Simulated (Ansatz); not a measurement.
**Electric field gradients in FeSi2**

Computed with Ansatz, DFT LDA, scalar-relativistic, plane waves, PAW. Settings: 420 eV plane-wave cutoff, Γ-centred 16×16×8 mesh, Fermi-Dirac smearing of 0.15 eV. No spin polarisation.

Relaxed structure:
```
CELL_PARAMETERS angstrom
2.66206 0.00000 0.00000
0.00000 2.66206 0.00000
0.00000 0.00000 5.06544
ATOMIC_POSITIONS crystal
Fe 0.00000 0.00000 0.00000
Si 0.50000 0.50000 0.27106
Si 0.50000 0.50000 0.72894
```

In a metal these results depend on the k mesh and the smearing. Spin polarisation was left out, and a magnetic state may lie lower.

**Question.** Give V_zz (10²¹ V/m²) and the asymmetry η at each distinct site.

**Answer.**
| atom | V_zz | η |
| --- | --- | --- |
| Fe (atom 1) | -4.24 | 0.00 |
| Si (atom 2) | -2.91 | 0.00 |

Cost: 1 run of about 0.11 core-minutes, on Arm Neoverse V2 (shared hosts).